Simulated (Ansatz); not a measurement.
Input, command and steps of an Ansatz relaxation.

```yaml
crystal:
  lattice:
    - [0.0, 4.6065765673, 4.6065765673]
    - [4.6065765673, 0.0, 4.6065765673]
    - [4.6065765673, 4.6065765673, 0.0]
  atoms:
    - { symbol: Zn, position: [0.25, 0.25, 0.25] }
    - { symbol: Zn, position: [0.0, 0.0, 0.0] }
    - { symbol: In, position: [0.625, 0.625, 0.125] }
    - { symbol: In, position: [0.625, 0.125, 0.625] }
    - { symbol: In, position: [0.125, 0.625, 0.625] }
    - { symbol: In, position: [0.625, 0.625, 0.625] }
    - { symbol: O, position: [0.3821201412, 0.3821201412, 0.3821201412] }
    - { symbol: O, position: [0.8536395763, 0.3821201412, 0.3821201412] }
    - { symbol: O, position: [0.3821201412, 0.8536395763, 0.3821201412] }
    - { symbol: O, position: [0.3821201412, 0.3821201412, 0.8536395763] }
    - { symbol: O, position: [0.8678798588, 0.8678798588, 0.3963604237] }
    - { symbol: O, position: [0.8678798588, 0.3963604237, 0.8678798588] }
    - { symbol: O, position: [0.8678798588, 0.8678798588, 0.8678798588] }
    - { symbol: O, position: [0.3963604237, 0.8678798588, 0.8678798588] }
basis:
  ecutwfc: 500
kpoints:
  mp_grid: { grid: [6, 6, 6] }
hamiltonian:
  xc: r2scan
scf:
  occupations: { method: gaussian, width: 0.02 }
output:
  forces: true
  stress: true
  eigenvalues: true
relax:
  adjacent_minimum: "off"
  f_tol: 0.01
  max_steps: 30
```

```bash
ansatz run input.yaml --threads 4 --pin off --max-ram 10240MiB --backend cpu --events-out ev --progress --plain --runs-dir out
```

Theory: Ansatz, DFT r2SCAN, scalar-relativistic, plane waves, PAW.

The volume is held at 1.1 times that of the relaxed cell.

Of 3 frames 3 are shown, positions in Å and forces in eV/Å; the SCF threshold varies from step to step.

```xyz
14
Lattice="0.0000 4.6066 4.6066 4.6066 0.0000 4.6066 4.6066 4.6066 0.0000" Properties=species:S:1:pos:R:3:forces:R:3 pbc="T T T" step=1 free_energy_over_end_meV_per_atom=0.72
Zn    2.3033    2.3033    2.3033    0.0000    0.0000    0.0000
Zn    0.0000    0.0000    0.0000    0.0000    0.0000    0.0000
In    3.4549    3.4549    5.7582    0.0000    0.0000    0.0000
In    3.4549    5.7582    3.4549    0.0000    0.0000    0.0000
In    5.7582    3.4549    3.4549    0.0000    0.0000    0.0000
In    5.7582    5.7582    5.7582    0.0000    0.0000    0.0000
O     3.5205    3.5205    3.5205    0.1147    0.1147    0.1147
O     3.5205    5.6926    5.6926    0.1147   -0.1147   -0.1147
O     5.6926    3.5205    5.6926   -0.1147    0.1147   -0.1147
O     5.6926    5.6926    3.5205   -0.1147   -0.1147    0.1147
O     5.8238    5.8238    7.9959    0.1147    0.1147   -0.1147
O     5.8238    7.9959    5.8238    0.1147   -0.1147    0.1147
O     7.9959    7.9959    7.9959   -0.1147   -0.1147   -0.1147
O     7.9959    5.8238    5.8238   -0.1147    0.1147    0.1147
14
Lattice="0.0000 4.6066 4.6066 4.6066 0.0000 4.6066 4.6066 4.6066 0.0000" Properties=species:S:1:pos:R:3:forces:R:3 pbc="T T T" step=2 free_energy_over_end_meV_per_atom=0.05
Zn    2.3033    2.3033    2.3033    0.0000    0.0000    0.0000
Zn    0.0000    0.0000    0.0000    0.0000    0.0000    0.0000
In    3.4549    3.4549    5.7582    0.0000    0.0000    0.0000
In    3.4549    5.7582    3.4549    0.0000    0.0000    0.0000
In    5.7582    3.4549    3.4549    0.0000    0.0000    0.0000
In    5.7582    5.7582    5.7582    0.0000    0.0000    0.0000
O     3.5259    3.5259    3.5259    0.0310    0.0310    0.0310
O     3.5259    5.6873    5.6873    0.0310   -0.0310   -0.0310
O     5.6873    3.5259    5.6873   -0.0310    0.0310   -0.0310
O     5.6873    5.6873    3.5259   -0.0310   -0.0310    0.0310
O     5.8292    5.8292    7.9906    0.0310    0.0310   -0.0310
O     5.8292    7.9906    5.8292    0.0310   -0.0310    0.0310
O     7.9906    7.9906    7.9906   -0.0310   -0.0310   -0.0310
O     7.9906    5.8292    5.8292   -0.0310    0.0310    0.0310
14
Lattice="0.0000 4.6066 4.6066 4.6066 0.0000 4.6066 4.6066 4.6066 0.0000" Properties=species:S:1:pos:R:3:forces:R:3 pbc="T T T" step=3 free_energy_over_end_meV_per_atom=0.00
Zn    2.3033    2.3033    2.3033    0.0000    0.0000    0.0000
Zn    0.0000    0.0000    0.0000    0.0000    0.0000    0.0000
In    3.4549    3.4549    5.7582    0.0000    0.0000    0.0000
In    3.4549    5.7582    3.4549    0.0000    0.0000    0.0000
In    5.7582    3.4549    3.4549    0.0000    0.0000    0.0000
In    5.7582    5.7582    5.7582    0.0000    0.0000    0.0000
O     3.5279    3.5279    3.5279   -0.0003   -0.0003   -0.0003
O     3.5279    5.6853    5.6853   -0.0003    0.0003    0.0003
O     5.6853    3.5279    5.6853    0.0003   -0.0003    0.0003
O     5.6853    5.6853    3.5279    0.0003    0.0003   -0.0003
O     5.8312    5.8312    7.9886   -0.0003   -0.0003    0.0003
O     5.8312    7.9886    5.8312   -0.0003    0.0003   -0.0003
O     7.9886    7.9886    7.9886    0.0003    0.0003    0.0003
O     7.9886    5.8312    5.8312    0.0003   -0.0003   -0.0003
```

The run took 68 s on 4 threads of Intel(R) Xeon(R) Processor @ 2.50GHz (Skylake/Cascade Lake) (shared host), peak memory 1.3 GiB.